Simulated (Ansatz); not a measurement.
CdSe:
Space group F-43m (No. 216); a = 6.0818 Å, b = 6.0818 Å, c = 6.0818 Å, α = 90.00°, β = 90.00°, γ = 90.00°

```tsv
atom	site	symmetry	x	y	z
Se	4c	-43m	0.2500	0.2500	0.2500
Cd	4a	-43m	0.0000	0.0000	0.0000
```
(The calculation used a cell of 2 atoms; values per cell refer to that cell.)

Relaxed with PBEsol. DFT-PBEsol in the program Ansatz with PAW potentials gives a gap of 0.48 eV.

What gap does HSE06 give on the same cell (Ansatz, PAW)?

1.55 eV, 1.07 eV more. The hybrid was solved on a coarser mesh and at special points; its gap is the smallest among all of these.

```
k  v1 PBEsol  c1 PBEsol  v1 HSE06  c1 HSE06
-  ---------  ---------  --------  --------
Γ       0.00       0.48      0.00      1.55
X      -1.87       3.01       [?]       [?]
L      -0.76       2.29       [?]       [?]
W      -2.25       4.99       [?]       [?]
K      -1.53       3.61       [?]       [?]
```

Top valence (v1) and lowest conduction level (c1) in eV from each method's valence maximum (which need not be a listed point): supply the withheld HSE06 values.


- L, v1 HSE06: -0.80
- L, c1 HSE06: 3.38
- K, v1 HSE06: -1.62
- K, c1 HSE06: 4.62
- W, v1 HSE06: -2.34
- W, c1 HSE06: 6.09
- X, v1 HSE06: -1.98
- X, c1 HSE06: 3.95

Cost on shared cores: the PBEsol run (SCF on a 8×8×8 mesh, then bands and DOS) very roughly 17 core-seconds, the HSE06 run (SCF on 6×6×6, then a few points) roughly 110 core-seconds; the tasks are unlike.

Symmetry was held in the PBEsol relaxation. Scalar-relativistic: spin–orbit coupling is off unless named, which matters more the heavier the elements.

Potentials: the later of the program's two PAW sets.
